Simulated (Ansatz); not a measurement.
KCr3O8 in space group C2/m (No. 12; Pearson symbol mS24) at seven volumes, r²SCAN (plane waves, PAW; program Ansatz), shape and atoms relaxed at each. One row is withheld.

```tsv
V (Å³/atom)	P (GPa)
13.435	3.22
13.878	1.96
14.320	0.90
14.763	0.00
15.206	?
15.649	-1.40
16.092	-1.92
```

Q: Fit the shown pressures and predict the withheld one.

A: Third-order Birch–Murnaghan: P = (3/2)B₀(x^(7/2) − x^(5/2))[1 + (3/4)(B′ − 4)(x − 1)] with x = (V₀/V)^(2/3). Least squares on the six rows gives V₀ = 14.763 Å³/atom, B₀ = 27.36 GPa, B′ = 4.70. At V = 15.206, x = 0.9805 and P = -0.75 GPa. The run itself gave -0.78 GPa.

The workflow started from a Materials Project entry (that database holds measured and hypothetical structures alike); the Crystallography Open Database files this formula in space group No. 12, but the cells were not matched. Whether it is the stable phase at ambient conditions was not checked. The r²SCAN relaxation kept the symmetry of its start; whether a distortion lowers the energy is not shown. Magnetic state: ferromagnetic, chosen from 2 collinear starts compared on coarse meshes (ties went to the first, and starts can fall back to one state), not a proven ground state. Other orbital occupations within this spin state were not tried. No Hubbard U is applied.

Potentials: the earlier of the program's two PAW sets.
